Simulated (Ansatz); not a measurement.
Data:

WC (CsCl type, Pm-3m), a = 2.704 Å, b = 2.704 Å, c = 2.704 Å, α = 90.00°, β = 90.00°, γ = 90.00°.

This is the PBEsol-relaxed structure.

Task: All from PBEsol in the plane-wave PAW code Ansatz, unless another level is named. Predict the electronic character.

Result: metallic (no gap).

Task: Predict the density of states at the Fermi level.

Result: 0.32 states/eV per atom (mean over ±0.08 eV).

Task: What about the formation energy from the elements (no fitted shifts)?

Result: 0.65 eV/atom.

Task: Next, the gap with spin–orbit coupling?

Result: none (metallic).

A made-up cell: these elements were put on the sites of a structure type; neither database checked (COD, Materials Project) lists it. It is not the phase usual at ambient conditions (space group No. 187). The PBEsol relaxation kept the symmetry of its start; its stability against distortions is not shown here. No spin polarisation was allowed. The references are the lowest solids computed at this level, not always the standard phases. Scalar-relativistic: spin–orbit coupling is off unless named, which matters more the heavier the elements.

Potentials: the later of the program's two PAW sets.
